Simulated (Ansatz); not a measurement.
Relaxed-ion elastic tensor of SrZrO3 (cubic perovskite, Pm-3m) in GPa (Voigt order), plane-wave PAW PBEsol (Ansatz code); density 4.69 g/cm³, 16.06 Å³ per atom.

```
 133  77.2  77.2   0.0   0.0   0.0
77.2   133  77.2   0.0   0.0   0.0
77.2  77.2   133   0.0   0.0   0.0
 0.0   0.0   0.0  -5.7   0.0   0.0
 0.0   0.0   0.0   0.0  -5.7   0.0
 0.0   0.0   0.0   0.0   0.0  -5.7
```

Is the crystal mechanically stable?

No: the smallest eigenvalue of C is -5.7 GPa.

The workflow started from an entry of the Crystallography Open Database (COD), which files this formula under 3 space groups. Its standing as an ambient phase is unchecked. The PBEsol relaxation kept the symmetry of its start. At this level the phase is mechanically unstable. The run is not spin-polarised. The volume lies over 15 % above that of the usual cell of this phase: another minimum, or an error of the functional. As this level gives no gap, shear constants depend on the k-mesh and smearing (Fermi–Dirac, 0.1 eV here).

Potentials: the later of the program's two PAW sets.
